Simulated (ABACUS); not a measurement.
Consider a self-consistent single point of Se (P3_121, 3 atoms in the cell; from Materials Project mp-14, changed as shown).

```xyz
3
Lattice="4.5481 0.0000 0.0000 -2.2741 3.9388 0.0000 0.0000 0.0000 5.0267" Properties=species:S:1:pos:R:3 pbc="T T T"
Se     0.9910     0.0000     1.6756
Se    -0.4955     0.8582     3.3511
Se     1.7786     3.0806     0.0000
```

Level of theory: PBEsol, PseudoDojo 0.4 standard norm-conserving PBEsol (tails mended) pseudopotentials (plane waves; ABACUS 3.10.1).

ABACUS settings:

* **KPT**: Gamma 6 6 4 0 0 0
* **basis_type**: pw
* **dft_functional**: PBESOL
* **ecutwfc**: 86 Ry
* **smearing_method**: gaussian
* **smearing_sigma**: 0.00367493 Ry
* **potentials**: PseudoDojo 0.4 standard norm-conserving PBEsol (tails mended)
* **symmetry**: 1
* **ks_solver**: dav_subspace
* **scf_nmax**: 100
* **scf_thr**: 1.0e-09 Ry
* **mixing_type**: broyden

Results:

* **Number of valence electrons**: 48
* **Number of bands**: 34
* **Number of k-points after the program's reduction**: 47
* **Number of plane waves (most at a k-point)**: 8224
* **Number of SCF iterations**: 7
* **FFT grid**: 54 × 54 × 60
* **Free energy E − TS**: -9886.5046 eV
* **Top of the valence band (on the code's own zero)**: 5.94 eV
* **Gap on the k-point mesh**: 1.01 eV
* **Pressure**: -2.13 GPa
* **Largest force (vector length)**: 0.123 eV/Å

Forces (eV/Å):
| atom | Fx | Fy | Fz |
|---|---|---|---|
| Se1 | -0.123 | 0.000 | -0.001 |
| Se2 | 0.061 | -0.106 | 0.001 |
| Se3 | 0.061 | 0.106 | 0.000 |

Stress (GPa, positive for compression):
```
-2.10   0.00   0.00
 0.00  -2.10   0.00
 0.00   0.00  -2.19
```

Gaps are taken between levels on the mesh.

For comparison: a first run was changed to give this one (volume scaled by 1.04), and from it to this one the free energy rises by 8.9 meV/atom, the pressure goes from -0.30 to -2.13 GPa, the largest force goes from 0.284 to 0.123 eV/Å and the gap on the mesh goes from 1.047 to 1.010 eV.

The structure comes from a collection of computed structures, made at another level of theory; the collection holds predicted forms beside known ones. Its lattice was then scaled.

Cost on one core: around 6 core-minutes (rough).

“Tails mended”: in these copies of the files the far tail of each local potential was reset to the Coulomb form.
